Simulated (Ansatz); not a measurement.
VBiO4 in space group I4_1/a (No. 88; Bi on 4a, V on 4b, O on 16f) at seven volumes, PBEsol in the plane-wave PAW code Ansatz, shape and atoms relaxed at each. One row is withheld.

```json
[
 {"V (Å³/atom)": "11.450", "P (GPa)": "15.87"},
 {"V (Å³/atom)": "11.827", "P (GPa)": "9.74"},
 {"V (Å³/atom)": "12.205", "P (GPa)": "4.47"},
 {"V (Å³/atom)": "12.582", "P (GPa)": "0.00"},
 {"V (Å³/atom)": "12.960", "P (GPa)": "-3.77"},
 {"V (Å³/atom)": "13.337", "P (GPa)": "-6.92"},
 {"V (Å³/atom)": "13.715", "P (GPa)": "?"}
]
```

Problem. Fit the shown pressures and predict the withheld one.

Solution. Third-order Birch–Murnaghan: P = (3/2)B₀(x^(7/2) − x^(5/2))[1 + (3/4)(B′ − 4)(x − 1)] with x = (V₀/V)^(2/3). Least squares on the six rows gives V₀ = 12.584 Å³/atom, B₀ = 136.1 GPa, B′ = 4.48. At V = 13.715, x = 0.9442 and P = -9.66 GPa. The run itself gave -9.48 GPa.

Symmetry was held in the PBEsol relaxation. The workflow began spin-polarised and lost its moments. No Hubbard U is applied. Scalar-relativistic: spin–orbit coupling is off unless named, which matters more the heavier the elements.

Potentials: the later of the program's two PAW sets.
